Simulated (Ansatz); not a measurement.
The computed numbers are results of PBE, scalar-relativistic (no spin polarisation) in the plane-wave PAW code Ansatz at 420 eV, 10×10×10 k-mesh, Gaussian smearing of 0.05 eV; PAW files: Ansatz's generated set soft_2.

A crystal of composition XOs, relaxed at this level of theory, gives this pattern between 10° and 80°.

Cu Kα1 powder pattern (kinematic, no thermal factors).
```csv
2θ (°),relative intensity
31.98,100
45.86,76
57.01,27
66.88,13
76.06,36
```

Q: Which lattice and cell does the pattern come from?

A: Cubic, space group Fm-3m (No. 225), a = 5.592 Å, b = 5.592 Å, c = 5.592 Å, α = 90.00°, β = 90.00°, γ = 90.00°. The line positions fix the lattice at most, not the space group, and lines under 1 % of the strongest aren't listed; this is the group of the computed cell.

The calculation on XOs, where X is one element, gave:

```yaml
Band_gap: zero (metallic)
Density_of_states_at_the_Fermi_level: 1.9 states/(eV·atom)
Bader_charges: Os -0.43; X 0.43 e
Formation_energy_from_the_elements_0_K_uncorrected: 1.42 eV/atom (unstable against the elements)
Bulk_modulus_Birch–Murnaghan: 123 GPa
Pressure_derivative_B0′: 5.0
```

Sites: Os on 4b, X on 4a.

Q: Which element is X?
A. Tl
B. Pb
C. Bi
D. At

A: C. X is Bi, so the compound is BiOs.

The structure was built from a prototype; whether the compound forms in it isn't claimed.

These numbers lack spin–orbit coupling.
